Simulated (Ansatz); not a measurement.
Here is the system:

Ba₂Zn₃As₂O₂:
```xyz
9
Lattice="-2.0839 2.0839 9.9592 2.0839 -2.0839 9.9592 2.0839 2.0839 -9.9592" Properties=species:S:1:pos:R:3 pbc="T T T"
Ba     0.0000     0.0000    11.7262
Ba     0.0000     0.0000     8.1922
Zn     0.0000     0.0000     0.0000
Zn     2.0839     0.0000     4.9796
Zn     0.0000     2.0839     4.9796
As     0.0000     0.0000     3.4906
As     0.0000     0.0000    16.4278
O      0.0000     2.0839     0.0000
O      2.0839     0.0000     0.0000
```

This is the r²SCAN-relaxed structure.

All from r²SCAN (plane waves, PAW; program Ansatz), unless another level is named. Predict the gap with spin–orbit coupling.

0.55 eV.

Give the electron effective mass.

0.16, 0.16, 1.4 mₑ (principal values).

What about the hole effective mass with spin–orbit coupling?

0.18, 0.18, 1.6 mₑ (principal values).

Next, the valence-band maximum?

at Γ.

Give the weight of the valence-edge state by species (Voronoi cells).

As 73 %, Zn 17 %, Ba 6 %, O 3 %.

Predict the conduction-band minimum.

at M.

Space group I4/mmm. The first step of the workflow began from a Materials Project structure, measured or hypothetical; the Crystallography Open Database copy checked does not list it. Its standing as an ambient phase is unchecked. The cell was relaxed with r²SCAN under the symmetry of its start; its stability against distortions is not shown here. Spin–orbit coupling is left out wherever it is not named.

Potentials: the later of the program's two PAW sets.
